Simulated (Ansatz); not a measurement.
TiP:
```cif
data_P4Ti4
_chemical_formula_sum 'Ti4 P4'
_space_group_name_H-M_alt 'P63/mmc'
_space_group_IT_number 194
_space_group_name_Hall '-P 6c 2c'
_cell_length_a 3.49566
_cell_length_b 3.49566
_cell_length_c 11.69046
_cell_angle_alpha 90.000
_cell_angle_beta 90.000
_cell_angle_gamma 120.000
loop_
_atom_site_label
_atom_site_type_symbol
_atom_site_symmetry_multiplicity
_atom_site_Wyckoff_symbol
_atom_site_fract_x
_atom_site_fract_y
_atom_site_fract_z
_atom_site_occupancy
Ti1 Ti 4 f 0.33333 0.66667 0.11644 1
P1 P 2 a 0.00000 0.00000 0.00000 1
P2 P 2 d 0.66667 0.33333 0.25000 1
```

Relaxed with r²SCAN.

Q: Tabulate the valence density and the electron localisation function along the shortest Ti–P contact (2.43 Å), DFT-r²SCAN in the program Ansatz with PAW potentials.

A: 

```csv
distance from Ti (Å),density (e/Å³),ELF
0.24,9.32,0.16
0.37,7.85,0.44
0.49,5.69,0.63
0.61,3.46,0.66
0.73,1.77,0.54
0.85,0.85,0.32
0.97,0.51,0.19
1.10,0.41,0.22
1.22,0.42,0.42
1.34,0.48,0.65
1.46,0.57,0.76
1.58,0.68,0.80
1.70,0.74,0.76
1.83,0.71,0.60
1.95,0.56,0.28
2.07,0.34,0.04
2.19,0.16,0.00
```

The density is the valence pseudo-density with augmentation charge, so density and ELF within about 1 Å of a nucleus are not all-electron values.

Space group P6_3/mmc. The workflow started from an entry of the Crystallography Open Database (COD). Its standing as an ambient phase is unchecked. The r²SCAN relaxation kept the symmetry of its start; whether a distortion lowers the energy is not shown. No spin polarisation was allowed.

Potentials: the later of the program's two PAW sets.
